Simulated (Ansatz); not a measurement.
Theory: DFT PBE, scalar-relativistic, plane waves, PAW in Ansatz 0.2.0. Settings: cutoff 420 eV, Γ-centred meshes spaced at most about 0.3 Å⁻¹, and about 0.25 Å⁻¹ or finer for metals (2π included), Gaussian smearing. No spin polarisation in the final relaxations.

Temperature and zero-point effects are left out. All come from trial cells, and lower structures may exist.

Question: These unrelaxed guesses for K₂HfSe₃ are each relaxed within their symmetry. Order them by the energy at which they end, lowest first.
A.

Space group P-3m1 (No. 164). a = 4.681 Å, b = 4.681 Å, c = 7.843 Å, α = 90.00°, β = 90.00°, γ = 120.00°
| atom | site | symmetry | x | y | z |
| --- | --- | --- | --- | --- | --- |
| K | 2d | 3m. | 0.6667 | 0.3333 | 0.7007 |
| Hf | 1a | -3m. | 0.0000 | 0.0000 | 0.0000 |
| Se | 2d | 3m. | 0.6667 | 0.3333 | 0.3462 |
| Se | 1b | -3m. | 0.0000 | 0.0000 | 0.5000 |

B.

Space group P-4m2 (No. 115). a = 4.286 Å, b = 4.286 Å, c = 9.441 Å, α = 90.00°, β = 90.00°, γ = 90.00°
| atom | site | symmetry | x | y | z |
| --- | --- | --- | --- | --- | --- |
| K | 2g | 2mm. | 0.0000 | 0.5000 | 0.7376 |
| Hf | 1a | -4m2 | 0.0000 | 0.0000 | 0.0000 |
| Se | 1b | -4m2 | 0.5000 | 0.5000 | 0.0000 |
| Se | 2g | 2mm. | 0.0000 | 0.5000 | 0.3786 |

Answer: A (ends in P-3m1, 0 meV/atom), B (ends in P-4m2, 96 meV/atom).

These runs have no spin–orbit coupling, which can matter for Hf. Cells relaxed within their symmetry can be saddle points. Some candidate types were left out of the draw beforehand, so a known form may be missing.
